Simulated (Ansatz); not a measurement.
An Ansatz input:

```yaml
crystal:
  lattice:
    - [0.0, 3.477195667, 3.477195667]
    - [3.477195667, 0.0, 3.477195667]
    - [3.477195667, 3.477195667, 0.0]
  atoms:
    - { symbol: Tl, position: [0.125, 0.125, 0.125] }
    - { symbol: Tl, position: [0.875, 0.875, 0.875] }
hamiltonian:
  xc: r2scan
  pseudopotentials:
    kind: paw
    azcp:
      Tl: "pseudopotentials/Tl.paw.azcp"
basis:
  ecutwfc: 500
  fft_grid_basis: typed
kpoints:
  mp_grid: { grid: [13, 13, 13], shift: [0, 0, 0] }
magnetization:
  spin_polarized: false
scf:
  occupations: { method: fermi_dirac, width: 0.1 }
```

Terminal output

```
Engine: ansatz 0.2.0, x86_64-unknown-linux-gnu
Pseudopotentials: kind: paw
Pseudopotential: Tl, paw, valence charge 13, recommended cutoff 500 eV (meta_gga) 
Functional definition: r2SCAN
  parameter k0 = 0.174
  parameter k1 = 0.065
  parameter a1 = 4.9479
  exchange = r2scan_x(k0 = k0, k1 = k1, a1 = a1)
  correlation = r2scan_c
Crystal: 2 atoms, lattice volume = 84.085 Å³
Basis set: ecut = 500 eV, 2109 PW (Γ), exchange–correlation on 144×144×144 points (64 copies of the dense FFT grid, shifted against one another)
Bands: 17, of which v1, the nominal top of the filled ones, is band 13 counted from 1 (12 counted from 0)
Symmetry: 48 space group operations
Space group: Fd-3m (ITA 227), of the structure as read, at distance tolerance 4.4e-5 Å
k-points: 84 of 2197
Non-local potential: Tl, projectors of the file, l = 0: 2, l = 1: 2, l = 2: 2, l = 3: 1
PAW form: soft (Blöchl's): semilocal exchange-correlation on the pseudo side does not see the compensation charge
PAW frozen core: Tl, regenerated for the run's functional (the file was generated under x = pbe(κ = 0.804, μ = 0.2195149727645171), c = pbe(β = 0.06672455060314922))
PAW one-centre angular grid: Tl, 590 points (default); XC on 160 Gauss nodes
Initial density: superposition of atomic densities (neutral atoms: chi_scale 0, normalization atom), corrected by the library's trained network
Initial wavefunctions: pseudopotential atomic-orbital guess
Functional: x = r2scan, c = r2scan; τ floored in thin density (d = 2e-4 eV/Å³)
SCF iter   1: F=—  HF=-22916.419437 eV  |F-HF|=—  |Δ(HF+E_count)|=         —  Δρ=6.56e-3  dr2=2.74e-2  dr2_τ=1.45e-2  ethr=1.77e-3  ⟨swp⟩=5.9  Hψ=7764  notcnv=0
SCF iter   2: F=—  HF=-22916.415698 eV  |F-HF|=—  |Δ(HF+E_count)|=   3.74e-3  Δρ=4.84e-3  dr2=1.81e-2  dr2_τ=2.80e-3  ethr=1.05e-4  ⟨swp⟩=2.0  Hψ=3528  notcnv=0
SCF iter   3: F=—  HF=-22916.408248 eV  |F-HF|=—  |Δ(HF+E_count)|=   7.45e-3  Δρ=2.55e-4  dr2=1.02e-4  dr2_τ=1.62e-6  ethr=6.96e-5  ⟨swp⟩=2.1  Hψ=2504  notcnv=0
SCF iter   4: F=—  HF=-22916.408321 eV  |F-HF|=—  |Δ(HF+E_count)|=   7.29e-5  Δρ=6.47e-5  dr2=5.99e-6  dr2_τ=1.44e-7  ethr=3.94e-7  ⟨swp⟩=3.0  Hψ=2592  notcnv=0
SCF iter   5: F=—  HF=-22916.408324 eV  |F-HF|=—  |Δ(HF+E_count)|=   3.09e-6  Δρ=1.53e-5  dr2=2.04e-7  dr2_τ=8.30e-9  ethr=2.30e-8  ⟨swp⟩=2.1  Hψ=2507  notcnv=0
SCF iter   6: F=-22916.408324 eV  HF=-22916.408324 eV  |F-HF|=8.71e-9  |Δ(HF+E_count)|=   2.65e-7  Δρ=2.15e-6  dr2=4.22e-9  dr2_τ=1.14e-10  ethr=3.85e-10  ⟨swp⟩=2.4  Hψ=2888  notcnv=0
SCF 1 converged in 6 iterations: F = -22916.408324 eV  dr2 = 4.22e-9
SCF converged after 6 iterations
Free energy (F): -22916.408324 eV
Harris-Foulkes:  -22916.408324 eV  (|F-HF|=8.71e-9)
Internal energy: -22916.356094 eV  (E = F + TS)
E sigma→0 (E₀):  -22916.382209 eV
Entropy (-TS):   -0.052230 eV (-26.115 meV/atom)
Fermi energy:    5.642955 eV
--- Per-component energies (eV) ---
  E_band       = -120.052209
  E_kinetic    = 668.290865
  E_local      = -2457.561458  (includes V_loc(G=0)·N_el)
  E_nonlocal   = 634.454896
  E_hartree    = 941.454512
  E_xc         = -435.339531
  E_vxc        = -311.609096  (∫ρ·V_xc dr)
  E_paw        = -20384.740499  (= ΣΔE_a)
  E_vpaw       = -561.028253  (= ΣTr[D̂ρ^β])
  E_aug_tail   = 0.000037  (compensation charges beyond the density's cutoff)
  E_vtau       = 24.489543  (kinetic-family band-sum trace: ∫τ·v_τ [+ j·A + Jᵃ·Aᵃ] dr)
  E_ewald      = -1884.994437
  E_core_change = 2.079522  (= ΣΔE_core)
  E_smearing   = -0.052230  (= −TS)
  E_closure    = -0.000000  (closes the sum)
  Σ components = -22916.408324   (vs F -22916.408324, Δ=0.00e0)
```

Command:

```sh
ansatz run input.yaml --threads 1 --pin off --max-ram 3584MiB --backend cpu --events-out ev --progress --plain --runs-dir out
```

On 1 thread of Intel(R) Xeon(R) Platinum 8259CL CPU @ 2.50GHz (Skylake/Cascade Lake) (shared host) this took about 14 s of wall time and 14 s of CPU time.
